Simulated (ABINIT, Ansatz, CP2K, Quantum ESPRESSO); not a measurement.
Pd: 5 runs at one level of theory

```
CELL_PARAMETERS angstrom
2.75050 0.00000 0.00000
0.00000 2.75050 0.00000
0.00000 0.00000 24.72450
ATOMIC_POSITIONS crystal
Pd 0.50000 0.50000 0.30334
Pd 0.00000 0.00000 0.38201
Pd 0.50000 0.50000 0.46067
Pd 0.00000 0.00000 0.53933
Pd 0.50000 0.50000 0.61799
Pd 0.00000 0.00000 0.69666
```

Alike in all runs: functional PBE; k mesh 10 × 10 × 1; occupations fermi-dirac, width 0.05 eV; no spin polarisation; no spin-orbit coupling.

```json
{"program and potentials": "Ansatz, Ansatz PAW", "plane-wave cutoff (eV)": "420", "notes": "-", "band gap (eV)": "no gap", "largest force (eV/Å)": "0.224"}
{"program and potentials": "Ansatz, all-electron LAPW, scalar-relativistic", "plane-wave cutoff (eV)": "-", "notes": "-", "band gap (eV)": "no gap", "largest force (eV/Å)": "0.219"}
{"program and potentials": "CP2K, POTENTIAL_UZH Pd GTH-PBE-q18; TZVP-MOLOPT-PBE-GTH basis", "plane-wave cutoff (eV)": "-", "notes": "atomic basis", "band gap (eV)": "no gap", "largest force (eV/Å)": "0.311"}
{"program and potentials": "ABINIT, JTH PAW PBE v2.0", "plane-wave cutoff (eV)": "599", "notes": "-", "band gap (eV)": "no gap", "largest force (eV/Å)": "0.208"}
{"program and potentials": "Quantum ESPRESSO, Ansatz NC SR PBE", "plane-wave cutoff (eV)": "1116", "notes": "-", "band gap (eV)": "no gap", "largest force (eV/Å)": "0.221"}
```

Force on atom 6 (Pd), eV/Å:

| program and potentials | x | y | z |
| --- | --- | --- | --- |
| Ansatz, Ansatz PAW | 0.000 | 0.000 | 0.224 |
| Ansatz, all-electron LAPW, scalar-relativistic | 0.000 | 0.000 | 0.219 |
| CP2K, POTENTIAL_UZH Pd GTH-PBE-q18; TZVP-MOLOPT-PBE-GTH basis | 0.000 | 0.000 | 0.311 |
| ABINIT, JTH PAW PBE v2.0 | 0.000 | 0.000 | 0.208 |
| Quantum ESPRESSO, Ansatz NC SR PBE | 0.000 | 0.000 | 0.221 |

None finds a gap. Rows in atomic bases carry the error of their basis and grid, which can be large.

The functional is the same throughout but for its coding, so the spread measures potentials, basis and numerics; runs on potential files found faulty are left out.
